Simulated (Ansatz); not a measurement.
Total density of states per atom from the program Ansatz at the PBE level (PAW), in 0.25 eV bins, energy from the valence-band maximum:

(E (eV), states/eV/atom): (-7.85, 0.00); (-7.60, 0.00); (-7.35, 0.00); (-7.10, 0.00); (-6.85, 0.00); (-6.60, 0.00); (-6.35, 0.00); (-6.10, 0.00); (-5.85, 0.00); (-5.60, 0.00); (-5.35, 0.00); (-5.10, 0.00); (-4.85, 0.00); (-4.60, 0.00); (-4.35, 0.00); (-4.10, 0.00); (-3.85, 0.00); (-3.60, 0.00); (-3.35, 0.00); (-3.10, 0.00); (-2.85, 0.00); (-2.60, 0.00); (-2.35, 0.00); (-2.10, 0.00); (-1.85, 0.00); (-1.60, 0.00); (-1.35, 0.00); (-1.10, 0.82); (-0.85, 2.73); (-0.60, 1.67); (-0.35, 5.49); (-0.10, 1.30); (0.15, 0.00); (0.40, 0.00); (0.65, 0.00); (0.90, 0.00); (1.15, 0.00); (1.40, 0.00); (1.65, 0.00); (1.90, 0.00); (2.15, 0.00); (2.40, 0.00); (2.65, 0.00); (2.90, 0.00); (3.15, 0.00); (3.40, 0.00); (3.65, 0.00); (3.90, 0.00); (4.15, 0.04); (4.40, 0.07); (4.65, 0.10); (4.90, 0.15); (5.15, 0.38); (5.40, 0.82); (5.65, 1.28); (5.90, 1.34); (6.15, 1.20); (6.40, 0.97); (6.65, 0.98); (6.90, 1.32); (7.15, 1.44); (7.40, 1.90); (7.65, 1.41); (7.90, 1.45); (8.15, 2.77); (8.40, 2.55); (8.65, 2.04)

Q: Which of these materials gives this?
A. KI, rock salt
B. CsPbCl3, cubic perovskite
C. BeS, CsCl type
D. MgSe, rock salt

A: A, KI, rock salt. Top 1 eV of the valence band: I 5p 96 %. Bottom 1 eV of the conduction band: K 4s 76 %, I 5s 13 %, I 5p 7 %. Projections are on Löwdin-orthogonalised atomic valence shells; empty p or d shells of many metals are not among them.

Space group Fm-3m (rock salt). Symmetry was held in the PBE relaxation. Spin–orbit coupling is left out wherever it is not named.

Potentials: the later of the program's two PAW sets.
